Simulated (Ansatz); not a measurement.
Mg (hcp, Mg type)

```
Mg
1.0
    3.17308     0.00000     0.00000
   -1.58654     2.74797     0.00000
    0.00000     0.00000     5.18247
Mg
2
Direct
  0.33333   0.66667   0.75000
  0.66667   0.33333   0.25000
```

The slice is a (-1 1 0 2) plane (indices of the conventional cell) through the point (0.667, 0.333, 0.250) (fractional), spanned by u = [110] and v = [1 -1 1] in vectors of this cell: u (3.17 Å) and v (7.55 Å, at 90° to u). It covers one period; positions are fractions (u, v).

Calculation: r2SCAN (plane waves to 500 eV, PAW, scalar-relativistic; Ansatz, a program for electronic structure). k mesh 17×17×9. Inside the PAW spheres the values are not all-electron values, and peaks at nuclei hang on which shells count as valence. Mg was relaxed with its symmetry unable to fall.

**Question.** What is the ELF at the midpoint of the shortest Mg–Mg line in this plane (3.17 Å)?

**Answer.** 0.6.

**Question.** What is the valence density on the shortest Mg–Mg line in this plane (3.17 Å), at its midpoint?

**Answer.** 0.10 e/Å³.

**Question.** The ELF has a maximum in the middle third of the Mg–Mg line. Where, and how high?

**Answer.** 0.60, 1.6 Å from Mg.

**Question.** Predict the map of the valence electron density on the slice.

**Answer.** 
```
v \ u  0.00  0.15  0.31  0.46  0.62  0.77  0.92
-----  ----  ----  ----  ----  ----  ----  ----
0.88   -0.9  -1.0  -1.0  -1.1  -1.1  -1.0  -0.9
0.75   -1.0  -1.0  -1.1  -1.1  -1.1  -1.0  -1.0
0.62   -0.2  -0.7  -1.0  -1.0  -1.0  -0.9  -0.4
0.50   -0.9  -0.9  -1.0  -1.0  -1.0  -1.0  -0.9
0.38   -1.1  -1.1  -1.0  -1.0  -1.0  -1.0  -1.1
0.25   -1.1  -1.1  -1.0  -1.0  -1.0  -1.0  -1.1
0.12   -0.9  -1.0  -1.0  -1.0  -1.0  -1.0  -0.9
0.00    1.5   0.7  -0.9  -1.0  -1.0  -0.4   1.3
```

Values: log₁₀ of the valence density in e/Å³. The scale is logarithmic, as a density can span decades between atoms and voids.
